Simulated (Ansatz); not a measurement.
## Profile along the Zr–Zr line in ZrHg (space group P4/mmm)

ZrHg (space group P4/mmm)

```cif
data_HgZr
_chemical_formula_sum 'Zr1 Hg1'
_space_group_name_H-M_alt 'P 1'
_space_group_IT_number 1
_cell_length_a 3.10973
_cell_length_b 3.10973
_cell_length_c 4.23500
_cell_angle_alpha 90.000
_cell_angle_beta 90.000
_cell_angle_gamma 90.000
loop_
_space_group_symop_operation_xyz
  'x, y, z'
loop_
_atom_site_label
_atom_site_type_symbol
_atom_site_fract_x
_atom_site_fract_y
_atom_site_fract_z
_atom_site_occupancy
Zr1 Zr 0.50000 0.50000 0.50000 1
Hg1 Hg 0.00000 0.00000 0.00000 1
```

Fields along a shortest Zr–Zr line of a (001) plane (3.11 Å), from Zr to Zr, interpolated on the slice's grid (step about 0.2 Å). All values below come from PBEsol (plane waves to 420 eV, PAW, scalar-relativistic; Ansatz, a program for electronic structure). k mesh 15×15×11. Near the nuclei the fields are pseudised (PAW); where an atom keeps semicore shells as valence, they peak there. Spin-orbit coupling is left out, though Hg is heavy. ZrHg is run without spin polarisation. ZrHg was relaxed with its symmetry unable to fall.

| distance from Zr (Å) | valence electron density (e/Å³) | electron localisation function |
|---|---|---|
| 0.00 | 2.70 | x |
| 0.16 | 3.21 | x |
| 0.31 | 4.02 | x |
| 0.47 | 3.98 | x |
| 0.62 | 2.97 | 0.82 |
| 0.78 | 1.73 | 0.76 |
| 0.93 | 0.87 | 0.55 |
| 1.09 | 0.44 | 0.31 |
| 1.24 | 0.28 | 0.23 |
| 1.40 | 0.22 | 0.26 |
| 1.55 | 0.21 | 0.29 |
| 1.71 | 0.22 | 0.26 |
| 1.87 | 0.28 | 0.23 |
| 2.02 | 0.44 | 0.31 |
| 2.18 | 0.87 | 0.55 |
| 2.33 | 1.73 | 0.76 |
| 2.49 | 2.97 | 0.82 |
| 2.64 | 3.98 | x |
| 2.80 | 4.02 | x |
| 2.95 | 3.21 | x |
| 3.11 | 2.70 | x |

x: too close to a nucleus for the ELF to mean much.

Density on the Zr–Zr line (3.11 Å) at its midpoint: 0.21 e/Å³. ELF at that point: 0.29.
